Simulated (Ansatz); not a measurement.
A crystal relaxed with r2SCAN in the PAW code Ansatz has space group I-42m (No. 121) and a = 5.612 Å, c = 11.221 Å.

```
atom  site       x       y       z
   P    2a  0.0000  0.0000  0.0000
  Xx    8i  0.2562  0.2562  0.3771
  As    4d  0.5000  0.0000  0.2500
  As    2b  0.5000  0.5000  0.0000
```

With r2SCAN the gap is 1.29 eV and direct, at Γ. HSE06 gives a direct gap of 1.69 eV at Γ. Meshes: r2SCAN 6×6×6, HSE06 4×4×4.

Q: Which element is Xx?
A. Ga
B. Al
C. B
D. In

A: A. Xx is Ga: Ga4As3P as one 8-atom ordering (I-42m) on the zincblende lattice. P is surrounded by 4 Ga at 2.38 Å; Ga is surrounded by 1 P at 2.38 Å and 3 As at 2.44–2.46 Å; As is surrounded by 4 Ga at 2.44 Å; As is surrounded by 4 Ga at 2.46 Å.

No spin polarisation and no zero-point or thermal motion; the cell was built from a prototype and may be hypothetical.

Spin-orbit coupling is left out.
